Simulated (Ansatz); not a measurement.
CaSnF$_{6}$:
```cif
data_Ca3F18Sn3
_chemical_formula_sum 'Ca3 Sn3 F18'
_space_group_name_H-M_alt 'R-3 :H'
_space_group_IT_number 148
_space_group_name_Hall '-R 3'
_cell_length_a 5.24202
_cell_length_b 5.24202
_cell_length_c 14.86813
_cell_angle_alpha 90.000
_cell_angle_beta 90.000
_cell_angle_gamma 120.000
loop_
_atom_site_label
_atom_site_type_symbol
_atom_site_symmetry_multiplicity
_atom_site_Wyckoff_symbol
_atom_site_fract_x
_atom_site_fract_y
_atom_site_fract_z
_atom_site_occupancy
Ca1 Ca 3 a 0.00000 0.00000 0.00000 1
Sn1 Sn 3 b 0.00000 0.00000 0.50000 1
F1 F 18 f 0.02153 0.37311 0.24405 1
```
(The calculation used a cell of 8 atoms; values per cell refer to that cell.)

Relaxed with LDA.

**Question.** Which orbitals make up the states near the band edges in LDA in the plane-wave PAW code Ansatz?

**Answer.** Top 1 eV of the valence band: F 2p 98 %. Bottom 1 eV of the conduction band: Sn 5s 46 %, F 2p 26 %, Ca 4s 15 %, F 2s 10 %. Projections are on Löwdin-orthogonalised atomic valence shells; empty p or d shells of many metals are not among them.

**Question.** Tabulate the density of states.

**Answer.** States/eV per cell of 8 atoms, in 0.25 eV bins, energy from the valence-band maximum.

| E (eV) | total | F 2p | Sn 5p | Sn 5s |
|---|---|---|---|---|
| -5.45 | 0.00 | 0.00 | 0.00 | 0.00 |
| -5.20 | 7.09 | 4.50 | 0.00 | 1.91 |
| -4.95 | 0.91 | 0.57 | 0.00 | 0.24 |
| -4.70 | 0.00 | 0.00 | 0.00 | 0.00 |
| -4.45 | 0.00 | 0.00 | 0.00 | 0.00 |
| -4.20 | 0.00 | 0.00 | 0.00 | 0.00 |
| -3.95 | 0.00 | 0.00 | 0.00 | 0.00 |
| -3.70 | 0.00 | 0.00 | 0.00 | 0.00 |
| -3.45 | 0.00 | 0.00 | 0.00 | 0.00 |
| -3.20 | 0.22 | 0.19 | 0.02 | 0.00 |
| -2.95 | 9.75 | 8.41 | 0.91 | 0.00 |
| -2.70 | 13.38 | 11.59 | 1.18 | 0.00 |
| -2.45 | 0.65 | 0.57 | 0.05 | 0.00 |
| -2.20 | 0.00 | 0.00 | 0.00 | 0.00 |
| -1.95 | 0.00 | 0.00 | 0.00 | 0.00 |
| -1.70 | 4.13 | 3.99 | 0.01 | 0.00 |
| -1.45 | 12.42 | 11.91 | 0.08 | 0.00 |
| -1.20 | 11.13 | 10.64 | 0.11 | 0.00 |
| -0.95 | 15.30 | 14.74 | 0.10 | 0.00 |
| -0.70 | 18.34 | 17.87 | 0.06 | 0.00 |
| -0.45 | 22.94 | 22.62 | 0.05 | 0.00 |
| -0.20 | 17.26 | 17.10 | 0.02 | 0.00 |
| 0.05 | 10.47 | 10.41 | 0.00 | 0.00 |
| 0.30 | 0.00 | 0.00 | 0.00 | 0.00 |
| 0.55 | 0.00 | 0.00 | 0.00 | 0.00 |
| 0.80 | 0.00 | 0.00 | 0.00 | 0.00 |
| 1.05 | 0.00 | 0.00 | 0.00 | 0.00 |
| 1.30 | 0.00 | 0.00 | 0.00 | 0.00 |
| 1.55 | 0.00 | 0.00 | 0.00 | 0.00 |
| 1.80 | 0.00 | 0.00 | 0.00 | 0.00 |
| 2.05 | 0.00 | 0.00 | 0.00 | 0.00 |
| 2.30 | 0.00 | 0.00 | 0.00 | 0.00 |
| 2.55 | 0.00 | 0.00 | 0.00 | 0.00 |
| 2.80 | 0.00 | 0.00 | 0.00 | 0.00 |
| 3.05 | 0.00 | 0.00 | 0.00 | 0.00 |
| 3.30 | 0.00 | 0.00 | 0.00 | 0.00 |
| 3.55 | 0.00 | 0.00 | 0.00 | 0.00 |
| 3.80 | 0.00 | 0.00 | 0.00 | 0.00 |
| 4.05 | 0.00 | 0.00 | 0.00 | 0.00 |
| 4.30 | 0.00 | 0.00 | 0.00 | 0.00 |
| 4.55 | 0.00 | 0.00 | 0.00 | 0.00 |
| 4.80 | 0.00 | 0.00 | 0.00 | 0.00 |
| 5.05 | 0.00 | 0.00 | 0.00 | 0.00 |
| 5.30 | 0.00 | 0.00 | 0.00 | 0.00 |
| 5.55 | 0.00 | 0.00 | 0.00 | 0.00 |
| 5.80 | 0.10 | 0.02 | 0.00 | 0.03 |
| 6.05 | 0.34 | 0.07 | 0.00 | 0.13 |
| 6.30 | 0.64 | 0.16 | 0.01 | 0.27 |
| 6.55 | 1.30 | 0.36 | 0.02 | 0.63 |
| 6.80 | 4.95 | 1.50 | 0.03 | 2.75 |
| 7.05 | 0.68 | 0.22 | 0.00 | 0.39 |
| 7.30 | 0.00 | 0.00 | 0.00 | 0.00 |
| 7.55 | 0.00 | 0.00 | 0.00 | 0.00 |
| 7.80 | 0.00 | 0.00 | 0.00 | 0.00 |
| 8.05 | 0.00 | 0.00 | 0.00 | 0.00 |
| 8.30 | 0.00 | 0.00 | 0.00 | 0.00 |
| 8.55 | 0.00 | 0.00 | 0.00 | 0.00 |
| 8.80 | 0.00 | 0.00 | 0.00 | 0.00 |
| 9.05 | 0.00 | 0.00 | 0.00 | 0.00 |
| 9.30 | 0.00 | 0.00 | 0.00 | 0.00 |
| 9.55 | 0.64 | 0.05 | 0.21 | 0.01 |
| 9.80 | 6.44 | 0.26 | 0.91 | 0.07 |
| 10.05 | 17.32 | 0.29 | 0.56 | 0.07 |
| 10.30 | 6.79 | 0.45 | 2.08 | 0.14 |
| 10.55 | 0.91 | 0.09 | 0.36 | 0.06 |

The first step of the workflow began from a Materials Project structure, measured or hypothetical; the Crystallography Open Database copy checked does not list it. Its standing as an ambient phase is unchecked. The cell was relaxed with LDA under the symmetry of its start; whether a distortion lowers the energy is not shown. Spin–orbit coupling is left out wherever it is not named.

Potentials: the later of the program's two PAW sets.
